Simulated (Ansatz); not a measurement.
Cd (Fm-3m), trigonal deformation path

Theory: Ansatz 0.2.0, DFT LDA, scalar-relativistic, plane waves, PAW. Cutoff 420 eV, Γ-centred 20×20×20 k-points, Gaussian smearing of 0.15 eV. No spin polarisation. Energies are free energies at this smearing, counted from the undisturbed cell; pressure is positive in compression.

The starting cell (as given, not relaxed at this level; it stands at -4.9 GPa; this fcc form isn't the usual structure):

```
Cd
1.0
     0.00000    2.21815    2.21815
     2.21815    0.00000    2.21815
     2.21815    2.21815    0.00000
Cd
1
Direct
  0.00000 0.00000 0.00000
```

At fixed volume and fractional coordinates, lengths along (0.577, 0.577, 0.577) are scaled against those across it; ρ is that ratio over its starting value. The cell is metallic on the mesh throughout. At ρ = 0.500 the cell becomes cubic (Pm-3m), and there the slope of the energy vanishes by symmetry.

```
    ρ  ΔE (meV/atom) pressure (GPa)
0.500          155.4             3.9
0.710           56.8            -0.2
1.000            0.0            -4.9
2.000          962.4            35.7
```